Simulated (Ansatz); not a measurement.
Method: DFT PBE, scalar-relativistic, plane waves, PAW (Ansatz 0.2.0). Cutoff 420 eV, Γ-centred meshes of about 0.25 Å⁻¹ or finer for metals and 0.3 Å⁻¹ for insulators (2π included), Gaussian smearing. No spin polarisation.

Temperature and zero-point effects are left out.

Two forms of Be2ZnTe5 were relaxed alike.

A.

```
CELL_PARAMETERS angstrom
-3.93348 3.93348 3.30220
3.93348 -3.93348 3.30220
3.93348 3.93348 -3.30220
ATOMIC_POSITIONS crystal
Be 0.75000 0.25000 0.50000
Be 0.25000 0.75000 0.50000
Zn 0.50000 0.50000 0.00000
Te 0.34882 0.82510 0.17392
Te 0.65118 0.17489 0.82608
Te 0.82510 0.65118 0.47629
Te 0.17489 0.34882 0.52371
Te 0.00000 0.00000 0.00000
```

B.

```
CELL_PARAMETERS angstrom
5.87025 0.00000 0.00000
0.00000 5.87025 0.00000
0.00000 0.00000 6.77980
ATOMIC_POSITIONS crystal
Be 0.50000 0.00000 0.50000
Be 0.00000 0.50000 0.50000
Zn 0.00000 0.00000 0.00000
Te 0.23255 0.23255 0.30417
Te 0.23255 0.76745 0.69583
Te 0.76745 0.23255 0.69583
Te 0.76745 0.76745 0.30417
Te 0.50000 0.50000 0.00000
```

Problem. Which would you expect to be lower, and how large is the difference?

Solution. A is lower, by 133 meV/atom. A has space group I4/m (No. 87), 25.5 Å³/atom and a gap of 0.31 eV on its mesh; B has space group P-42m (No. 111), 29.2 Å³/atom and no gap. Counting Te atoms around Be and Zn (those within 1.25 times the shortest such distance or 1.15 times the sum of covalent radii, 1.27 where that leaves under three; a plus sign parts nearer from farther groups), A has Be 4, Zn 4+2 and B has Be 4, Zn 4. B holds Te–Te units of three or more atoms (shortest 3.03 Å); in A the shortest Te–Te distance is 3.07 Å, near bonding range too. The denser one is the lower, and pressure would at first widen the difference. In A, around Be lie 4 Te at 2.46 Å; Zn is surrounded by 4 Te at 2.82 Å and 2 Te at 3.30 Å; Te on a site of symmetry m has 2 Be at 2.46 Å, 1 Zn at 2.82 Å and 1 Te at 3.07 Å; 1 more site not described. In B, around Be lie 4 Te at 2.47 Å; around Zn lie 4 Te at 2.82 Å; Te on a site of symmetry m has 2 Be at 2.47 Å, 1 Zn at 2.82 Å and 1 Te at 3.03 Å; 1 more site not described. Both come from trial cells of a structure search.

Spin–orbit coupling, which can matter for Te, is left out. Kohn–Sham gaps at this level usually fall short of measured ones. The missing spin–orbit coupling can work the other way here. Small gaps are read on the mesh alone, and bands can cross between its points. With atoms moved at random, A (by 10 meV/atom) fell into a lower structure. B had no clear such test and can be a saddle point.
